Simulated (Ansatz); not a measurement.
InAs (CsCl type, Pm-3m) under volume change, DFT-PBE in the program Ansatz with PAW potentials, scaled uniformly.

| V (Å³/atom) | E − E(relaxed) (meV/atom) | P (GPa) |
|---|---|---|
| 20.768 | … | … |
| 21.452 | 16.4 | 4.06 |
| 22.137 | … | … |
| 22.822 | 0.0 | 0.00 |
| 23.506 | 3.5 | -1.58 |
| 24.191 | 13.1 | -2.90 |
| 24.876 | 27.9 | -3.96 |

Q: Complete the blanks.

A: 
- 20.768, E − E(relaxed) (meV/atom): 39.2
- 20.768, P (GPa): 6.70
- 22.137, E − E(relaxed) (meV/atom): 3.9
- 22.137, P (GPa): 1.87

Q: What does a third-order Birch–Murnaghan fit give for V₀, B₀ and B′?

A: V₀ = 22.82 Å³/atom, B₀ = 56.7 GPa, B′ = 4.8.

The cell is a constructed one: a structure type filled with these elements; neither database checked (COD, Materials Project) lists it. It is not the phase usual at ambient conditions (space group No. 216). The PBE relaxation kept the symmetry of its start; whether a distortion lowers the energy is not shown.

Potentials: the later of the program's two PAW sets.
